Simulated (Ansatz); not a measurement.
The relaxed structure here is a generated cell of ZnO: the first start was made by placing the elements on the sites of a structure type, and the end was not matched to a known phase here, so it may be hypothetical. Known forms of ZnO include space group No. 186.

The end point of a relaxation of ZnO. Space group R3m (No. 160), AFLOW prototype AB_hR6_160_b_b (B13, as in NiS). Level of theory: r2SCAN (plane waves to 500 eV, PAW, scalar-relativistic; Ansatz, an electronic-structure program).

```cif
data_O9Zn9
_chemical_formula_sum 'Zn9 O9'
_space_group_name_H-M_alt 'R3m :H'
_space_group_IT_number 160
_space_group_name_Hall 'R 3 -2"'
_cell_length_a 8.78958
_cell_length_b 8.78958
_cell_length_c 2.79615
_cell_angle_alpha 90.000
_cell_angle_beta 90.000
_cell_angle_gamma 120.000
loop_
_atom_site_label
_atom_site_type_symbol
_atom_site_symmetry_multiplicity
_atom_site_Wyckoff_symbol
_atom_site_fract_x
_atom_site_fract_y
_atom_site_fract_z
_atom_site_occupancy
Zn1 Zn 9 b 0.12545 0.56273 0.56267 1
O1 O 9 b 0.21147 0.10573 0.39960 1
```
(The calculation used a cell of 6 atoms; values per cell refer to that cell.)

Estimate the band gap that r2SCAN returns for this input.

1.10 eV, indirect (valence top at k = (0, -0.5, -0.5), conduction bottom at Γ) (no spin-orbit coupling).

Give the smallest direct gap at the level r2SCAN.

1.26 eV at Γ.

No spin polarisation in the result.

The run could not lose the symmetry of its start, so the end can be a saddle point.
